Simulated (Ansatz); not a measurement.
# Two states of GdCo₂B₂

```
CELL_PARAMETERS angstrom
-1.83448 1.83448 5.00893
1.83448 -1.83448 5.00893
1.83448 1.83448 -5.00893
ATOMIC_POSITIONS crystal
B 0.37500 0.37500 0.00000
B 0.62500 0.62500 0.00000
Gd 0.00000 0.00000 0.00000
Co 0.75000 0.25000 0.50000
Co 0.25000 0.75000 0.50000
```

Level: r2SCAN; 500 eV; 7×7×7 Γ-centred mesh; fermi-dirac occupations (width 0.1 eV); Ansatz 0.2.0, fixed geometry.

State A: Gd3 up, Co4 down, Co5 down (collinear spin). State B: Gd3 up, Co4 down, Co5 up (collinear spin).

Problem. Which state is lower, and how do they differ?

Solution. State B is lower by 1.1 meV an atom at zero smearing; in free energy at this smearing B lies -0.6 meV an atom from A. So small a gap isn't resolved on this mesh where a state is a metal.

```json
{"state": "A", "free energy (meV/atom)": "0.6", "largest moment in a small sphere (μB)": "7.06", "net moment (μB/cell)": "6.48", "gap on mesh (eV)": "metal", "pressure (GPa)": "-23.5", "largest force (eV/Å)": "2.08"}
{"state": "B", "free energy (meV/atom)": "0.0", "largest moment in a small sphere (μB)": "7.04", "net moment (μB/cell)": "7.19", "gap on mesh (eV)": "metal", "pressure (GPa)": "-22.7", "largest force (eV/Å)": "2.09"}
```

Origin: a database entry at a rescaled volume. Caveats: forces this large suggest misplaced atoms in the database entry; the k mesh is coarse if the cell is a metal; atoms or cell far from equilibrium; f shells without a U or exact exchange are poorly placed.
